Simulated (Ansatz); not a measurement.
SnSe2 built on the CdI2 prototype, relaxed with r2SCAN+rVV10: space group P-3m1 (No. 164), trigonal; conventional cell a = 3.825 Å, c = 6.227 Å, 26.30 Å³ an atom. Around Sn lie 6 Se at 2.71 Å; around Se lie 3 Sn at 2.71 Å. One-shot G0W0@PBE in Ansatz on a 6×6×2 mesh (contour deformation, no spin-orbit coupling), from a PBE gap of 0.789 eV over the mesh points (the G0W0 gap is indirect on the mesh); the number N of bands summed and the screening cutoff rise together. (Simulation; spin polarisation is off.)

```
  N  cutoff (eV)  1000/N  G0W0 gap (eV)
151           80   6.623          1.271
319          140   3.135          1.287
```

**Lay a straight line in 1000/N through these rows.** The slope is -0.0046 eV per unit of 1000/N and the intercept 1.301 eV.

**Predict the gap at N = 568 (210 eV).** 1.301 + (-0.0046) × 1.761 = 1.293 eV; the run gives 1.292 eV, -0.001 eV from the line.

**With that run's result added, what limit do the last two rows suggest?** Their slope is (1.292 − 1.287)/(1.761 − 3.135) = -0.0036, which meets 1/N = 0 at 1.30 eV, against 1.301 eV from the first line. The slope flattens, so the first line overshoots; the k mesh isn't extrapolated.

Spin-orbit coupling is left out, which matters wherever the heavy atoms make up the band edges.
